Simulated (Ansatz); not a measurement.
## Profile along the Ag–Ag line in Ag (hcp, Mg type)

Ag (hcp, Mg type)

```
Ag
1.0
    2.90274     0.00000     0.00000
   -1.45137     2.51384     0.00000
    0.00000     0.00000     4.75012
Ag
2
Direct
  0.33333   0.66667   0.25000
  0.66667   0.33333   0.75000
```

Fields along a shortest Ag–Ag line of a (-1 1 0 2) plane (2.90 Å), from Ag to Ag, interpolated on the slice's grid (step about 0.2 Å). Method: r2SCAN (plane waves to 500 eV, PAW, scalar-relativistic; Ansatz, a quantum-chemistry and plane-wave program). k mesh 18×18×10. Inside the PAW spheres the values are not all-electron values, and peaks at nuclei hang on which shells count as valence. Ag was relaxed with its symmetry unable to fall. This is one of several known forms of Ag; the measured ambient cells at hand have space group No. 225.

```csv
distance from Ag (Å),valence electron density (e/Å³),electron localisation function
0.00,21.04,x
0.29,15.59,x
0.58,6.33,0.57
0.87,1.28,0.36
1.16,0.33,0.18
1.45,0.21,0.15
1.74,0.33,0.18
2.03,1.28,0.36
2.32,6.33,0.57
2.61,15.59,x
2.90,21.04,x
```

x: too close to a nucleus for the ELF to mean much.

Density on the Ag–Ag line (2.90 Å) at its midpoint: 0.21 e/Å³. ELF at that point: 0.2.
